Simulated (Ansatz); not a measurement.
NaLi₃: how the energy converges with the cutoff

NaLi₃, P1, a = 5.735 Å, b = 5.713 Å, c = 5.815 Å, α, β, γ = 132.3°, 132.5°, 69.3°. Ansatz: PBEsol, PAW, cutoff varied, Γ-centred 8×8×8 mesh on 4 atoms, Gaussian smearing 0.10 eV; no spin polarisation. Single points at one geometry with displaced atoms, the cutoff alone changed; ΔE is the energy at zero smearing over the run at 600 eV (runs within 0.3 meV/atom of it are left out). The runs up to 350 eV lie under the cutoff recommended for these PAW datasets.

| cutoff (eV) | ΔE (meV/atom) |
| --- | --- |
| 200 | 903.64 |
| 250 | 125.87 |
| 300 | ? |
| 350 | 0.95 |

Task: Assume ΔE falls exponentially with the cutoff, fit y = ln ΔE against x, the cutoff in eV, to the other rows, and predict the missing value.

Result: y = 6.806, 4.835, -0.051. Means x = 266.7, y = 3.8633; Σ(Δx)² = 11667, ΣΔxΔy = -538.6; the slope is their ratio. y = 16.17 − 0.04616 x, a factor of ten per 50 eV. At 300 eV this gives ΔE = 10.20 meV/atom. The run gave 13.24, a ratio of 0.77. Between neighbouring rows the decay runs from a factor of ten per 44 eV to one per 58 eV, so one exponential is only a rough guide.